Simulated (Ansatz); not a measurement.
Data:

Relaxed MoSi$_{2}$ (MoSi2 type, space group I4/mmm):

```
CELL_PARAMETERS angstrom
     -1.60108     1.60108     3.90975
      1.60108    -1.60108     3.90975
      1.60108     1.60108    -3.90975
ATOMIC_POSITIONS crystal
  Mo 0.00000 0.00000 0.00000
  Si 0.33530 0.33530 0.00000
  Si 0.66470 0.66470 0.00000
```

In each cell atom 2 (Si, nearest neighbour Si at 2.576 Å; its periodic images, 3.2 Å or more away, move with it) moves by s·(0.577, 0.577, 0.577) (along Cartesian [111]), the rest being held.

Computed with r2SCAN (plane waves to 500 eV, PAW, scalar-relativistic; Ansatz, a quantum-chemistry and plane-wave program). k mesh 12×12×12 (Γ-centred), Fermi-Dirac smearing 0.05 eV. E stands for the smeared free energy. Left out: 1 of 11 points, with atoms too close for the PAW data. With partly filled bands, energies and forces of such displacements shift with the k mesh and the smearing. MoSi2 is run without spin polarisation. MoSi2 was relaxed with its symmetry unable to fall. The PAW data are Ansatz's earlier set. ΔE is measured from the undisplaced structure.

The scan covers s from -0.770 to 0.616 Å in 10 points.

Is the energy the same for displacements of ±0.616 Å, and if not, which side lies higher?

Not even: the positive side lies higher at ±0.616 Å. With its periodic images moving along, the atom's site symmetry in this cell is 4mm.

What force acts on the atom along the line at s = -0.770 Å?

14.0 eV/Å.

What is the energy change at s = 0.616 Å?

2864 meV/cell.

What is the force constant k = d²E/ds² of this move at s = 0?

9.90 eV/Å².

(For displaced atoms, the force is minus the slope of the energy, and its curvature is a force constant, which sets phonon frequencies.)
